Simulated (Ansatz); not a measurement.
ScAl₃:
```
CELL_PARAMETERS angstrom
      4.07099     0.00000     0.00000
      0.00000     4.07099     0.00000
      0.00000     0.00000     4.07099
ATOMIC_POSITIONS crystal
  Al 0.00000 0.50000 0.50000
  Al 0.50000 0.50000 0.00000
  Al 0.50000 0.00000 0.50000
  Sc 0.00000 0.00000 0.00000
```

Relaxed with PBEsol. Special points in fractions of this cell's reciprocal vectors: Γ (0.000, 0.000, 0.000); X (0.000, 0.500, 0.000); M (0.500, 0.500, 0.000); R (0.500, 0.500, 0.500).

Task: List the band energies nearest the Fermi level at these points for plane-wave PAW PBEsol (Ansatz code).

Result: In eV from the Fermi level; about four levels below and three above (degenerate sets whole), none deeper than 8.9 eV; points with the same levels are listed once.

```json
[
 {"k": "Γ", "below": "-2.65 -2.65 -1.82 -1.82 -1.82", "above": "1.21 1.29 1.29 1.29"},
 {"k": "X", "below": "-7.37 -1.74 -1.74 -1.52", "above": "0.93 1.01 1.01"},
 {"k": "M", "below": "-5.65 -5.65 -4.40 -0.56 -0.56", "above": "1.19 1.37 2.08"},
 {"k": "R", "below": "-4.53 -2.97 -2.97 -2.97", "above": "0.93 2.63 2.63"}
]
```

Space group Pm-3m (Cu3Au type). The PBEsol relaxation kept the symmetry of its start. The run is not spin-polarised.

Potentials: the later of the program's two PAW sets.
